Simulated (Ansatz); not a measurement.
An Ansatz (an electronic-structure program) run. Input:

Ansatz 0.2 input:
```yaml
crystal:
  lattice:
    - [4.7003335808, 0.0, 0.0]
    - [0.0, 5.083541962, 0.0]
    - [0.0, 0.0, 3.1151307036]
  atoms:
    - { symbol: B, position: [0.5, 0.5, 0.5] }
    - { symbol: B, position: [0.0, 0.0, 0.0] }
    - { symbol: Pd, position: [0.7525310928, 0.1555271462, 0.5] }
    - { symbol: Pd, position: [0.2474689072, 0.8444728538, 0.5] }
    - { symbol: Pd, position: [0.2525310928, 0.3444728538, 0.0] }
    - { symbol: Pd, position: [0.7474689072, 0.6555271462, 0.0] }
kpoints:
  mp_grid: { grid: [7, 6, 10] }
  band_path:
    path:
      - [[0.0, 0.0, 0.0], [0.5, 0.0, 0.0], [0.5, 0.5, 0.0], [0.0, 0.5, 0.0], [0.0, 0.0, 0.0], [0.0, 0.0, 0.5], [0.5, 0.0, 0.5], [0.5, 0.5, 0.5], [0.0, 0.5, 0.5], [0.0, 0.0, 0.5]]  # Γ-X-S-Y-Γ-Z-U-R-T-Z
      - [[0.5, 0.0, 0.0], [0.5, 0.0, 0.5]]  # X-U
      - [[0.0, 0.5, 0.0], [0.0, 0.5, 0.5]]  # Y-T
      - [[0.5, 0.5, 0.0], [0.5, 0.5, 0.5]]  # S-R
    npoints: 6
basis: { xc_grid: 2 }
hamiltonian:
  xc: pbesol
  pseudopotentials: { kind: paw }
magnetization: { noncollinear: true, spin_orbit: true }
scf:
  n_extra_bands: 12
  convergence: { dr2_threshold: 0.0000000001 }
  occupations: { method: gaussian, width: 0.05 }
output: { eigenvalues: true }
```

Output (shortened):

```
Pseudopotential: B, paw_fr, valence charge 3
Pseudopotential: Pd, paw_fr, valence charge 18
Functional definition: PBEsol
non-collinear run that drives no moment, with spin-orbit …
Crystal: 6 atoms, lattice volume = 74.434 Å³
Basis set: ecut = 420 eV, 1469 PW (Γ), exchange–correlation on 64×72×48 points (8 copies of the dense FFT grid, shifted against one another)
Bands: 90, of which v1, the nominal top of the filled ones, is band 78 counted from 1 (77 counted from 0)
Symmetry: 8 space group operations + 8 with time reversal
k-points: 96 of 420
Projection manifold: j_resolved (fully-relativistic pseudo-atomic orbitals)
SCF iter   1: F=—  HF=-27953.351940 eV  |F-HF|=—  |Δ(HF+E_count)|=         —  Δρ=2.31e-1  dr2=5.04e1  dr2_m=0.00e0 (ungated)  ethr=3.10e-3  |M|=0.00e0 ∫|m|=0.00e0 μB  |m|>n=0.0e0 m-floor=0.0e0 τ_xc=0.0e0  β_m=0.30  ⟨swp⟩=6.5  Hψ=19371  notcnv=0  defer=70
preconditioner: auto → Kerker (q_TF=auto, 2.750 Å⁻¹)
spin=Noncollinear: Kerker preconditioning applied to the charge; magnetization (m_x, m_y, m_z) channels mix plain (no charge-response kernel on spin).
SCF iter   2: F=—  HF=-27944.558585 eV  |F-HF|=—  |Δ(HF+E_count)|=    8.79e0  Δρ=1.11e-1  dr2=1.17e1  dr2_m=0.00e0 (ungated)  ethr=3.10e-3  |M|=0.00e0 ∫|m|=0.00e0 μB  |m|>n=0.0e0 m-floor=0.0e0 τ_xc=0.0e0  β_m=0.43  ⟨swp⟩=2.9  Hψ=8906  notcnv=0  defer=496
SCF iter   3: F=—  HF=-27941.854506 eV  |F-HF|=—  |Δ(HF+E_count)|=    2.70e0  Δρ=3.00e-2  dr2=3.17e-1  dr2_m=0.00e0 (ungated)  ethr=3.10e-3  |M|=0.00e0 ∫|m|=0.00e0 μB  |m|>n=0.0e0 m-floor=0.0e0 τ_xc=0.0e0  β_m=0.72  ⟨swp⟩=2.6  Hψ=7630  notcnv=0  defer=504
SCF iter   4: F=—  HF=-27941.815663 eV  |F-HF|=—  |Δ(HF+E_count)|=   3.88e-2  Δρ=4.15e-3  dr2=9.31e-3  dr2_m=0.00e0 (ungated)  ethr=4.07e-4  |M|=0.00e0 ∫|m|=0.00e0 μB  |m|>n=0.0e0 m-floor=0.0e0 τ_xc=0.0e0  β_m=0.77  ⟨swp⟩=2.1  Hψ=8417  notcnv=0  defer=502
SCF iter   5: F=—  HF=-27941.813543 eV  |F-HF|=—  |Δ(HF+E_count)|=   2.12e-3  Δρ=1.76e-3  dr2=1.62e-3  dr2_m=0.00e0 (ungated)  ethr=1.19e-5  |M|=0.00e0 ∫|m|=0.00e0 μB  |m|>n=0.0e0 m-floor=0.0e0 τ_xc=0.0e0  β_m=0.88  ⟨swp⟩=2.1  Hψ=6374  notcnv=0  defer=502
SCF iter   6: F=—  HF=-27941.813392 eV  |F-HF|=—  |Δ(HF+E_count)|=   1.50e-4  Δρ=3.05e-4  dr2=6.33e-5  dr2_m=0.00e0 (ungated)  ethr=2.07e-6  |M|=0.00e0 ∫|m|=0.00e0 μB  |m|>n=0.0e0 m-floor=0.0e0 τ_xc=0.0e0  β_m=0.94  ⟨swp⟩=2.0  Hψ=5968  notcnv=0  defer=502
SCF iter   7: F=—  HF=-27941.813392 eV  |F-HF|=—  |Δ(HF+E_count)|=   3.82e-7  Δρ=5.59e-5  dr2=2.17e-6  dr2_m=0.00e0 (ungated)  ethr=8.12e-8  |M|=0.00e0 ∫|m|=0.00e0 μB  |m|>n=0.0e0 m-floor=0.0e0 τ_xc=0.0e0  β_m=0.97  ⟨swp⟩=2.0  Hψ=6067  notcnv=0  defer=502
SCF iter   8: F=—  HF=-27941.813394 eV  |F-HF|=—  |Δ(HF+E_count)|=   1.60e-6  Δρ=1.04e-5  dr2=1.21e-7  dr2_m=0.00e0 (ungated)  ethr=2.78e-9  |M|=0.00e0 ∫|m|=0.00e0 μB  |m|>n=0.0e0 m-floor=0.0e0 τ_xc=0.0e0  β_m=0.99  ⟨swp⟩=2.5  Hψ=6217  notcnv=0  defer=502
SCF iter  11: F=-27941.813394 eV  HF=-27941.813394 eV  |F-HF|=3.64e-11  |Δ(HF+E_count)|=  1.16e-10  Δρ=2.40e-7  dr2=5.91e-11  dr2_m=0.00e0 (ungated)  ethr=1.00e-12  |M|=0.00e0 ∫|m|=0.00e0 μB  |m|>n=0.0e0 m-floor=0.0e0 τ_xc=0.0e0  ⟨swp⟩=9.7  Hψ=14286  notcnv=0
SCF 1 converged in 11 iterations: F = -27941.813394 eV  dr2 = 5.91e-11
NSCF: frozen V_eff on 76 k-points
SCF converged after 11 iterations
Magnetization: |M| = 0.0000 μB,  M = (+0.0000, +0.0000, +0.0000) μB
Absolute magnetization: 0.0000 μB (∫|m|)
  site 0: m = (+0.0000, +0.0000, +0.0000) μB, |m| = 0.0000 μB  (R = 0.87 Å)
  site 1: m = (+0.0000, +0.0000, +0.0000) μB, |m| = 0.0000 μB  (R = 0.87 Å)
  site 2: m = (+0.0000, +0.0000, +0.0000) μB, |m| = 0.0000 μB  (R = 0.87 Å)
  site 3: m = (+0.0000, +0.0000, +0.0000) μB, |m| = 0.0000 μB  (R = 0.87 Å)
  site 4: m = (+0.0000, +0.0000, +0.0000) μB, |m| = 0.0000 μB  (R = 0.87 Å)
  site 5: m = (+0.0000, +0.0000, +0.0000) μB, |m| = 0.0000 μB  (R = 0.87 Å)
Free energy (F): -27941.813394 eV
Harris-Foulkes:  -27941.813394 eV  (|F-HF|=3.64e-11)
Internal energy: -27941.812455 eV  (E = F + TS)
E sigma→0 (E₀):  -27941.812924 eV
Entropy (-TS):   -0.000938 eV (-0.156 meV/atom)
Fermi energy:    18.063458 eV
--- Per-component energies (eV) ---
  E_band       = -683.200005
  E_kinetic    = 2148.690245
  E_local      = -7878.132441  (includes V_loc(G=0)·N_el)
  E_nonlocal   = 894.714213
  E_hartree    = 3197.971199
  E_xc         = -736.053825
  E_vxc        = -922.761360  (∫ρ·V_xc dr)
  E_paw        = -14895.322234  (= ΣΔE_a)
  E_vpaw       = -1321.653722  (= ΣTr[D̂ρ^β])
  E_aug_tail   = 0.000797  (compensation charges beyond the density's cutoff)
  E_ewald      = -10674.927463
  E_core_change = 1.247054  (= ΣΔE_core)
  E_smearing   = -0.000938  (= −TS)
  E_closure    =  0.000000  (closes the sum)
  Σ components = -27941.813394   (vs F -27941.813394, Δ=0.00e0)
  [band-id]    e_kinetic+e_local+e_nonlocal+2·e_hartree+e_vxc+e_vpaw+e_augmentation_tail = -683.199870   (vs E_band -683.200005, Δ=1.35e-4)
--- Band table (eV; the first three rows and the last of 96) ---
  k-point 0: bands = ["-66.9578", "-66.9578", "-66.9328", "-66.9328", "-66.9326", "-66.9326", "-66.9325", "-66.9325", "-35.8447", "-35.8447", "-35.8423", "-35.8423", "-35.8318", "-35.8318", "-35.7599", "-35.7599", "-31.5219", "-31.5219", "-31.4504", …
  k-point 1: bands = ["-66.9569", "-66.9569", "-66.9331", "-66.9331", "-66.9323", "-66.9323", "-66.9321", "-66.9321", "-35.8458", "-35.8458", "-35.8413", "-35.8413", "-35.8333", "-35.8333", "-35.7632", "-35.7632", "-31.5220", "-31.5220", "-31.4521", …
  k-point 2: bands = ["-66.9543", "-66.9543", "-66.9341", "-66.9341", "-66.9315", "-66.9315", "-66.9313", "-66.9313", "-35.8480", "-35.8480", "-35.8386", "-35.8386", "-35.8373", "-35.8373", "-35.7723", "-35.7723", "-31.5217", "-31.5217", "-31.4584", …
  k-point 95: bands = ["-66.9374", "-66.9374", "-66.9374", "-66.9374", "-66.9339", "-66.9339", "-66.9339", "-66.9339", "-35.8408", "-35.8408", "-35.8389", "-35.8389", "-35.8274", "-35.8274", "-35.8244", "-35.8244", "-31.5247", "-31.5247", "-31.5233", …
```

Cost: around 4 core-minutes (rough) on shared cores.

Space group Pnnm. The workflow started from a Materials Project entry (that database holds measured and hypothetical structures alike); the Crystallography Open Database files this formula in space group No. 58, but the cells were not matched. Whether it is the stable phase at ambient conditions was not checked. The PBEsol relaxation kept the symmetry of its start; its stability against distortions is not shown here. No spin polarisation was allowed.

Potentials: the later of the program's two PAW sets.

Ansatz is a plane-wave DFT program.
